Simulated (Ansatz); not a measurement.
**From the elastic tensor of Y4F3 to moduli and sound speeds**

Theory: DFT PBE, scalar-relativistic, plane waves, PAW (Ansatz 0.2.0). Settings: 420 eV plane-wave cutoff, Γ-centred 6×6×6 mesh, Gaussian smearing of 0.10 eV. No spin polarisation.

Space group P-42m (No. 111), tetragonal, a = 5.409 Å, c = 5.333 Å. Y is surrounded by 3 F at 2.31–2.37 Å; around F on its first site lie 4 Y at 2.37 Å and 2 F at 2.67 Å; F on its second site is surrounded by 4 Y at 2.35 Å and 2 F at 2.67 Å; F on its third site is surrounded by 4 Y at 2.31 Å.

The structure comes from a generated guess, relaxed at this level; another structure or a mixture of phases may lie lower. In a metal, frequencies and elastic constants depend on the k mesh and the smearing, soft modes and shear constants most.

Relaxed-ion constants (GPa, on the Cartesian axes of the calculation):
C11 = 92.1, C12 = 52.0, C13 = 47.9, C22 = 92.1, C23 = 47.9, C33 = 100.3, C44 = 42.6, C55 = 42.6, C66 = 40.0 GPa; the others vanish.

Density 4.391 g/cm³; 7 atoms in 156.03 Å³.

With S = C⁻¹: B_V = (C11+C22+C33+2(C12+C13+C23))/9, G_V = (C11+C22+C33−C12−C13−C23+3(C44+C55+C66))/15, 1/B_R = S11+S22+S33+2(S12+S13+S23), 15/G_R = 4(S11+S22+S33−S12−S13−S23)+3(S44+S55+S66); Hill is their mean. Then v_l = √((B+4G/3)/ρ), v_t = √(G/ρ), v_m = [(2/v_t³+1/v_l³)/3]^(−1/3) and Θ = (ħ/k_B)·v_m·(6π²n/V)^(1/3) for n atoms in the volume V; E = 9BG/(3B+G), ν = (3B−2G)/(2(3B+G)) and A^U = 5G_V/G_R + B_V/B_R − 6.

| Property | Result |
| --- | --- |
| Bulk modulus, Voigt / Reuss / Hill | 64.5 / 64.4 / 64.4 GPa |
| Shear modulus, Voigt / Reuss / Hill | 34.2 / 31.0 / 32.6 GPa |
| Young's modulus | 84 GPa |
| Poisson ratio | 0.284 |
| Pugh ratio B/G | 1.98 (over 1.75, the rule of thumb for ductile) |
| Universal anisotropy index | 0.50 |
| Longitudinal and transverse sound speeds | 4957 and 2725 m/s |
| Debye temperature from the mean sound speed | 321 K |
